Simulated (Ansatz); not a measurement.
The relaxed structure here is a generated cell of FeSi: the first start was made by placing the elements on the sites of a structure type, and the end was not matched to a known phase here, so it may be hypothetical.

A relaxed structure of FeSi. Space group P-6m2 (No. 187). Calculation: PBE (plane waves to 420 eV, PAW, scalar-relativistic; Ansatz, a quantum-chemistry and plane-wave program).

Space group P-6m2 (No. 187); a = 2.736 Å, b = 2.736 Å, c = 3.504 Å, α = 90.00°, β = 90.00°, γ = 120.00°

```tsv
atom	site	symmetry	x	y	z
Fe	1a	-6m2	0.0000	0.0000	0.0000
Si	1d	-6m2	0.3333	0.6667	0.5000
```

Question: Predict the magnetic moment from PBE.

Answer: Net 0.34 μB/atom, ferromagnetic.

Spin state reached: ferromagnetic (net 0.34 μB/atom), from parallel starting moments; other spin orders were not run from this start.

The run could not lose the symmetry of its start, so the end can be a saddle point.

All atoms sit on sites fixed by symmetry, so only the cell could relax.
